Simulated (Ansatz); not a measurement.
VRu:
```
VRu
1.0
    2.97119     0.00000     0.00000
    0.00000     2.97119     0.00000
    0.00000     0.00000     2.97119
V Ru
1 1
Cartesian
  1.48560   1.48560   1.48560
  0.00000   0.00000   0.00000
```
Starting moments (μB, in the order of the atoms V Ru): 0.3 0.0.

Relaxed with PBEsol. Special points in fractions of this cell's reciprocal vectors: Γ (0.000, 0.000, 0.000); X (0.000, 0.500, 0.000); M (0.500, 0.500, 0.000); R (0.500, 0.500, 0.500).

Q: List the band energies nearest the Fermi level at these points for DFT-PBEsol in the program Ansatz with PAW potentials.

A: In eV from the Fermi level; about four levels below and three above (degenerate sets whole), none deeper than 8.9 eV; … stands for higher levels left out; points with the same levels are listed once.

```
k                                  below                     above
---  -----------------------------------  ------------------------
Γ ↑        -5.96 -5.96 -2.22 -2.22 -2.22  0.58 0.58 2.23 2.23 2.23
X ↑              -2.04 -0.92 -0.54 -0.54               0.54 1.75 …
M ↑              -6.06 -5.68 -3.96 -3.96       0.20 0.27 0.80 0.80
R ↑  -4.38 -4.38 -4.38 -2.35 -2.35 -2.35       0.30 0.30 1.54 1.54
Γ ↓        -5.91 -5.91 -2.14 -2.14 -2.14  0.73 0.73 2.43 2.43 2.43
X ↓              -1.86 -0.94 -0.27 -0.27               0.83 1.77 …
M ↓              -6.01 -5.60 -3.88 -3.88       0.20 0.40 0.86 0.86
R ↓  -4.36 -4.36 -4.36 -2.14 -2.14 -2.14       0.30 0.30 1.77 1.77
```

Space group Pm-3m (CsCl type). The workflow started from an entry of the Crystallography Open Database (COD), which files this formula under 2 space groups. Its standing as an ambient phase is unchecked. Symmetry was held in the PBEsol relaxation; its stability against distortions is not shown here. The final state is ferromagnetic, the only order run, not a proven ground state. Scalar-relativistic: spin–orbit coupling is off unless named, which matters more the heavier the elements.

Potentials: the later of the program's two PAW sets.
